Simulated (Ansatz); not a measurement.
Zr$_{2}$InN in space group P6_3/mmc (No. 194; Zr on 4f, In on 2d, N on 2a) under volume change, r²SCAN (plane waves, PAW; program Ansatz), shape and atoms relaxed at each volume.

```json
[
 {"V (Å³/atom)": "15.901", "E − E(relaxed) (meV/atom)": "?", "P (GPa)": "?"},
 {"V (Å³/atom)": "16.425", "E − E(relaxed) (meV/atom)": "31.4", "P (GPa)": "10.14"},
 {"V (Å³/atom)": "16.949", "E − E(relaxed) (meV/atom)": "7.4", "P (GPa)": "4.65"},
 {"V (Å³/atom)": "17.473", "E − E(relaxed) (meV/atom)": "0.0", "P (GPa)": "0.00"},
 {"V (Å³/atom)": "17.997", "E − E(relaxed) (meV/atom)": "?", "P (GPa)": "?"},
 {"V (Å³/atom)": "18.522", "E − E(relaxed) (meV/atom)": "25.1", "P (GPa)": "-7.24"},
 {"V (Å³/atom)": "19.046", "E − E(relaxed) (meV/atom)": "53.4", "P (GPa)": "-9.97"}
]
```

**Question.** Fill in the missing entries.

**Answer.** 
- 17.997, E − E(relaxed) (meV/atom): 6.6
- 17.997, P (GPa): -3.94
- 15.901, E − E(relaxed) (meV/atom): 74.9
- 15.901, P (GPa): 16.63

**Question.** What does a third-order Birch–Murnaghan fit give for V₀, B₀ and B′?

**Answer.** V₀ = 17.47 Å³/atom, B₀ = 142 GPa, B′ = 4.6.

The workflow started from a Materials Project entry (that database holds measured and hypothetical structures alike); the Crystallography Open Database copy checked does not list it. Whether it is the stable phase at ambient conditions was not checked. Symmetry was held in the r²SCAN relaxation; its stability against distortions is not shown here. The run is not spin-polarised.

Potentials: the later of the program's two PAW sets.
